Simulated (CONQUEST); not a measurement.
Consider a self-consistent single point of PbSe (I4/mmm, 8 atoms in the cell; from Materials Project mp-2201, changed as shown).

```
CELL_PARAMETERS angstrom
      6.18165     0.00000     0.00000
      0.00000     6.18165     0.00000
      0.00000     0.00000     6.24347
ATOMIC_POSITIONS crystal
  Pb 0.00000 0.00000 0.00000
  Pb 0.00000 0.50000 0.50000
  Pb 0.50000 0.00000 0.50000
  Pb 0.50000 0.50000 0.00000
  Se 0.50000 0.00000 0.00000
  Se 0.50000 0.50000 0.50000
  Se 0.00000 0.00000 0.50000
  Se 0.00000 0.50000 0.00000
```

Method: LDA (PW92), numerical atomic orbitals double-zeta with polarisation (the shipped basis), PseudoDojo norm-conserving potentials made for LDA run with CONQUEST.

CONQUEST settings:

basis: DZP
Diag.MPMeshX, Y, Z: 4 4 4
potentials: PseudoDojo norm-conserving LDA
Grid.GridCutoff: 140 Ha
DM.SolutionMethod: diagon
Diag.SmearingType: 1
Diag.kT: 0.001837 Ha
Diag.GammaCentred: true
Diag.MPOrder: 0
minE.SCTolerance: 1.0e-06
SC.MaxIters: 100
SC.LinearMixingFactor: 0.3
SC.KerkerPreCondition: true
SC.KerkerFactor: 0.1 1/bohr
AtomMove.TypeOfRun: static

Results:

| Property | Value |
|---|---|
| Number of valence electrons | 120 |
| Number of bands | 144 |
| Number of k-points after the program's reduction | 51 |
| Size of the basis | 144 |
| Number of SCF iterations | 8 |
| FFT grid | 64 × 64 × 64 |
| Free energy E − TS | -20839.1532 eV |
| Top of the valence band (on the code's own zero) | -4.71 eV |
| Gap on the k-point mesh | 0.41 eV |
| Pressure | -3.33 GPa |

Gaps are taken between levels on the mesh.

For comparison: a first run was changed to give this one (lattice vector c scaled by 1.01), and from it to this one the free energy goes up by 6.3 meV/atom, the pressure goes from -3.04 to -3.33 GPa and the gap on the mesh goes from 0.384 to 0.408 eV.

Spin-orbit coupling is left out, which matters for bands and gaps with elements this heavy. The program uses no crystal symmetry, so grid and mesh can part values that symmetry would make equal. The atom-centred basis is finite, which shifts total energies, pressures and gaps against plane waves. The structure comes from a collection of computed structures, made at another level of theory; the collection holds predicted forms beside known ones.

Cost on one core: very roughly 2.1 core-minutes.
